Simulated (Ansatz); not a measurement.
Free-standing sheet of SnO, relaxed with PBE+D3(BJ):

```xyz
4
Lattice="3.8206 0.0000 0.0000 0.0000 3.8206 0.0000 0.0000 0.0000 30.6334" Properties=species:S:1:pos:R:3 pbc="T T F"
Sn    1.9103    0.0000   14.1347
O     0.0000    0.0000   15.3167
O     1.9103    1.9103   15.3167
Sn    0.0000    1.9103   16.4987
```

Theory: DFT PBE+D3(BJ), scalar-relativistic, plane waves, PAW in Ansatz 0.2.0. Settings: cutoff 420 eV, Γ-centred mesh 6×6×1 on the computed 4-atom cell, Gaussian smearing of 0.02 eV; no spin polarisation. The sheet is isolated along c (Coulomb cut-off).

```yaml
Band_gap_on_the_sampled_k_points: 3.05 eV
Least_direct_gap: 3.17 eV
Ionisation_potential_from_the_Kohn-Sham_band_edge: 5.40 eV
Electron_affinity_from_the_Kohn-Sham_band_edge: 2.36 eV
```

Q: What does HSE06+D3(BJ) give at the same atoms (6×6×1 mesh, 420 eV)?

A: Band gap on the sampled k points 4.02 eV; least direct gap 4.13 eV; ionisation potential from the Kohn-Sham band edge 6.03 eV; electron affinity from the Kohn-Sham band edge 2.01 eV.

Q: What does PBE+D3(BJ) with spin-orbit coupling give at the same atoms (6×6×1 mesh, 420 eV)?

A: Band gap on the sampled k points 3.03 eV; least direct gap 3.16 eV; ionisation potential from the Kohn-Sham band edge 5.41 eV; electron affinity from the Kohn-Sham band edge 2.38 eV.

Q: What does r2SCAN give at the same atoms (6×6×1 mesh, 500 eV)?

A: Band gap on the sampled k points 3.41 eV; least direct gap 3.68 eV; ionisation potential from the Kohn-Sham band edge 5.72 eV; electron affinity from the Kohn-Sham band edge 2.31 eV.

Cost: 4 runs of about 21 core-minutes in all, on Arm Neoverse V2, AMD EPYC 9R45 (Zen 5), AMD EPYC 7R43 (Zen 3) (shared hosts).